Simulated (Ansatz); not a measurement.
SnAu: strain energy, fitted

SnAu, P6_3/mmc, a = 4.334 Å, c = 5.553 Å. The structure is a Materials Project entry; whether it is the stable form wasn't checked. Ansatz: PBEsol, PAW, 420 eV, Γ-centred 12×12×10 mesh on 4 atoms, Gaussian smearing 0.10 eV; no spin polarisation. Series: uniaxial strain along c, with a, b and atoms relaxed; x is the strain in per cent. y is the free energy over the unstrained cell, V0 = 22.583 Å³/atom.

```
x (%) y (meV/atom)
 -6.0             ?
 -4.0         16.57
 -2.0          3.84
  0.0          0.00
  2.0          2.92
  4.0         10.89
  6.0         22.05
```

Fit y = c2 x² + c3 x³ to the other rows, turn c2 into a modulus, and predict the missing energy.

Least squares on the rows shown. y = 0.86334 x² − 0.042227 x³. In eV per unit strain² c2 is 8.633; this is Young's modulus along the axis (E = ½ Y V0 ε²): 2 × 8.633 × 160.2 / (22.583) = 122 GPa. At x = -6.0 the fit asked for gives 40.20 meV/atom. The run gave 41.37 meV/atom, so the fit is 1.17 meV/atom too low, 2.8 % of the span of the series, against an rms of 0.14 meV/atom on the fitted rows. The row lies outside the fitted range. With a term in x⁴ added, a fit to the same known rows predicts 41.31 meV/atom, so most of the miss is curvature that the known rows already hold.

Spin–orbit coupling is left out, which can shift energies with elements as heavy as these.

Cost: 7 runs of about 38 core-minutes in all, on Intel Xeon Processor @ 2.50GHz (Skylake/Cascade Lake) (shared hosts).